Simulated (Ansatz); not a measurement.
# La₃MgTi₄O₁₂: 25Mg nuclear quadrupole resonance

Cell: a Materials Project structure (computed, not necessarily an observed phase), atoms as given.

```cif
data_La3MgTi4O12
_symmetry_space_group_name_H-M 'Amm2'
_symmetry_Int_Tables_number 38
_cell_length_a 7.9319
_cell_length_b 7.8130
_cell_length_c 7.7886
_cell_angle_alpha 90.000
_cell_angle_beta 90.000
_cell_angle_gamma 90.000
loop_
_atom_site_label
_atom_site_type_symbol
_atom_site_symmetry_multiplicity
_atom_site_Wyckoff_symbol
_atom_site_fract_x
_atom_site_fract_y
_atom_site_fract_z
La1 La 2 b 0.5000 0.0000 0.7705
La2 La 2 a 0.0000 0.0000 0.7381
La3 La 2 b 0.5000 0.0000 0.2628
Mg Mg 2 a 0.0000 0.0000 0.2312
Ti Ti 8 f 0.2434 0.7509 0.4995
O9 O 4 c 0.3003 0.0000 0.0353
O11 O 8 f 0.2520 0.8025 0.7488
O13 O 4 d 0.0000 0.6899 0.5309
O14 O 4 e 0.5000 0.7956 0.4975
O17 O 4 c 0.1876 0.0000 0.4352
```

One atom of each set is listed; the run and its k-mesh use a cell of 20 atoms with edges of 7.93, 5.52, 5.52 Å.

All values are calculated (Ansatz; DFT, PBE, plane waves and PAW, scalar-relativistic, 420 eV cutoff, Γ-centred 4×6×6 k-points, Fermi–Dirac smearing 0.05 eV), not measured.

25Mg: I = 5/2, Q = 199.4 mb (year-2017 value). Static lattice, zero field.

Q: At which frequencies do the 25Mg NQR lines lie?

A: For I = 5/2 and η = 0 the lines are 3|C_Q|/20 and twice that; η pulls their ratio below 2.

```csv
site,atoms,V_zz (10²¹ V/m²),C_Q (MHz),η,line frequencies (MHz)
Mg,1,-1.98,-9.53,0.14,"1.46, 2.85"
```

With no gap above 0.1 eV, as in a metal, the gradients converge slowly in k; expect changes of a tenth or more on a denser mesh. Semilocal functionals can leave a metal where correlation in the d or f shell opens a gap in the real compound, and that would change the values at and beside Ti.

The run took 89 s of wall time (2.9 min of CPU time) and 1 GiB at its peak, on 2 threads of Arm Neoverse V2 (aarch64; 8 cores open to the job, memory cap 5.0 GiB, no GPU), a shared host with a load of 0.4 a core.
